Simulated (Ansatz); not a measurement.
Here is the system:

GaN:
```yaml
crystal:
  lattice:
    - [3.18328, 0.00000, 0.00000]
    - [-1.59164, 2.75680, 0.00000]
    - [0.00000, 0.00000, 5.18379]
  atoms:
    - { symbol: Ga, position: [0.66667, 0.33333, 0.49910] }
    - { symbol: Ga, position: [0.33333, 0.66667, 0.99910] }
    - { symbol: N, position: [0.66667, 0.33333, 0.87590] }
    - { symbol: N, position: [0.33333, 0.66667, 0.37590] }
```

This is the r²SCAN-relaxed structure. x, y and z are the axes in which the lattice vectors are written.

Task: All from the program Ansatz at the r²SCAN level (PAW), unless another level is named. Give the Debye temperature from the elastic constants.

Result: 636 K.

Task: Next, the piezoelectric stress constants (proper, relaxed ions, C/m²)?

Result: e15 = e24 = -0.29, e31 = e32 = -0.41, e33 = 0.74.

Space group P6_3mc (wurtzite). The r²SCAN relaxation kept the symmetry of its start; phonons on a q-mesh show no instability.

Potentials: the earlier of the program's two PAW sets.
